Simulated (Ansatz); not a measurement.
The relaxed structure here is a generated cell of Nb: the first start was made by placing the elements on the sites of a structure type, and the end was not matched to a known phase here, so it may be hypothetical. Known forms of Nb include space group No. 229.

A relaxed structure of Nb. Level of theory: r2SCAN (plane waves to 500 eV, PAW, scalar-relativistic; Ansatz, a program for electronic structure).

```xyz
1
Lattice="2.8604 0.0000 0.0000 -1.4302 2.4772 0.0000 0.0000 0.0000 2.7135" Properties=species:S:1:pos:R:3 pbc="T T T"
Nb     0.0000     0.0000     0.0000
```

Problem. Determine the symmetry and give the standard cell with its independent sites.

Solution. Space group P6/mmm (No. 191); a = 2.8604 Å, b = 2.8604 Å, c = 2.7135 Å, α = 90.00°, β = 90.00°, γ = 120.00°

```tsv
atom	site	symmetry	x	y	z
Nb	1a	6/mmm	0.0000	0.0000	0.0000
```

This is the AFLOW prototype A_hP1_191_a (A_f, as in Sn).

Problem. Give the shortest distances between elements (the closest pairs, up to four, under 3.6 Å).

Solution. Nb–Nb 2.71 Å.

| Quantity | Result |
|---|---|
| Volume per atom | 19.23 Å³ |
| Band gap | zero (metallic) |

No spin polarisation in the result.

The run could not lose the symmetry of its start: the end is stationary, and may be a saddle point rather than a minimum.

It was reached from a disturbed copy of a Pm-3m (No. 221) cell (simple cubic type), against which it lies -0.40 eV/atom.
